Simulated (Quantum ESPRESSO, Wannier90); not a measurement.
## Ag (fcc (Cu type)), plane waves to Wannier functions

```
CELL_PARAMETERS angstrom
      0.00000     2.05218     2.05218
      2.05218     0.00000     2.05218
      2.05218     2.05218     0.00000
ATOMIC_POSITIONS crystal
  Ag 0.00000 0.00000 0.00000
```

Structure: Materials Project mp-124, symmetrised, not relaxed again. This is the element's usual structure. Level: LDA, no spin polarisation, no spin-orbit coupling; pw.x of Quantum ESPRESSO at 69 Ry with PseudoDojo potentials, 10×10×10 k-points, Wannier90. Density: 18×18×18 mesh, cold smearing 0.01 Ry.

The lattice is scaled uniformly with fixed fractional positions, and at each scale an atom-like model (Ag spd; disentangled, num_iter = 0) is made. Listed is the largest hopping of each kind of orbital pair shown, with the distance of the two functions' centres at scale 1; the mesh was not varied.

```csv
scale,"modulus of t, Ag1 py–Ag1 px at 2.90 Å (eV)","modulus of t, Ag1 px–Ag1 s at 2.90 Å (eV)","modulus of t, Ag1 s–Ag1 s at 2.90 Å (eV)"
0.960,1.972,1.356,0.826
0.980,1.873,1.284,0.786
1.000,1.779,1.216,0.747
1.020,1.690,1.151,0.710
1.040,1.605,1.088,0.674
```

Question: With |t| ∝ d^(−η), find η for each hopping from the ends of the series.

Answer: 
- Ag1 py–Ag1 px at 2.90 Å: η = −ln(1.605/1.972)/ln(1.040/0.960) = 2.6
- Ag1 px–Ag1 s at 2.90 Å: η = −ln(1.088/1.356)/ln(1.040/0.960) = 2.8
- Ag1 s–Ag1 s at 2.90 Å: η = −ln(0.674/0.826)/ln(1.040/0.960) = 2.5
Harrison's rules would take η = 2.0, 2.0, 2.0 for these pairs; they describe atomic orbitals, while these are orthogonalised and change shape with the volume.
